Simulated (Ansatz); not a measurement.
TiN:
```
CELL_PARAMETERS angstrom
      0.00000     2.12324     2.12324
      2.12324     0.00000     2.12324
      2.12324     2.12324     0.00000
ATOMIC_POSITIONS crystal
  Ti 0.00000 0.00000 0.00000
  N  0.50000 0.50000 0.50000
```

Relaxed with PBE. Special points in fractions of this cell's reciprocal vectors: Γ (0.000, 0.000, 0.000); X (0.500, 0.000, 0.500); U (0.625, 0.250, 0.625); K (0.375, 0.375, 0.750); L (0.500, 0.500, 0.500); W (0.500, 0.250, 0.750).

Q: List the band energies nearest the Fermi level at these points for PBE (plane waves, PAW; program Ansatz).

A: In eV from the Fermi level; about four levels below and three above (degenerate sets whole), none deeper than 8.9 eV; … stands for higher levels left out; points with the same levels are listed once.

| k | below | above |
|---|---|---|
| Γ | -2.03 -2.03 -2.03 -0.61 -0.61 -0.61 | … |
| X | -5.83 -3.22 -3.22 -3.05 | 1.64 2.38 2.38 |
| U | -5.80 -5.71 -4.45 -0.46 | 1.98 2.31 3.58 |
| L | -8.06 -5.47 -5.47 | 1.68 1.68 2.35 |
| W | -5.47 -5.47 -5.35 | 0.92 0.92 2.39 |

Space group Fm-3m (rock salt). Symmetry was held in the PBE relaxation. No spin polarisation was allowed. With an odd number of electrons in the cell and no spin polarisation, the count alone makes it a metal.

Potentials: the earlier of the program's two PAW sets.
